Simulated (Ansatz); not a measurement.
Relaxed structures of Ge for which phonons were computed (DFPT at Γ and, for small cells, zone-boundary points). All values below come from r2SCAN (plane waves to 500 eV, PAW, scalar-relativistic; Ansatz, a program for electronic structure).

| structure | E − E(Fd-3m, cF8, diamond type) (eV/atom) | V (Å³/atom) |
|---|---|---|
| Pm-3m, cP1, AFLOW prototype A_cP1_221_a (A_h) | 0.36 | 19.23 |
| R-3m, hR2 | 0.55 | 19.04 |
| Fd-3m, cF8, diamond type | 0.000 | 22.82 |
| I4/mmm, tI2, AFLOW prototype A_tI2_139_a (A6, as in In) | 0.57 | 18.80 |
| Im-3m, cI2, bcc (W type) | 0.58 | 18.62 |

Task: Which of them are dynamically unstable at the sampled points?

Result: 
- Pm-3m, cP1, AFLOW prototype A_cP1_221_a (A_h): nothing beyond 15i cm⁻¹
- R-3m, hR2: nothing beyond 15i cm⁻¹
- Fd-3m, cF8, diamond type: nothing beyond 15i cm⁻¹
- I4/mmm, tI2, AFLOW prototype A_tI2_139_a (A6, as in In): unstable, lowest mode about 70i cm⁻¹
- Im-3m, cI2, bcc (W type): unstable, lowest mode about 85i cm⁻¹

 1 generated cell of layers, chains or molecules, poorly bound without dispersion, is left out. Each run could gain symmetry but not lose that of its start, so entries can be saddle points. From databases, or of a type measured for this composition: Fd-3m, cF8, diamond type; the others are generated cells (placed on structure types, drawn at random, substituted or restacked) that were not matched to a known phase here. Energies are at zero temperature and pressure, without zero-point motion. No spin polarisation in the result.
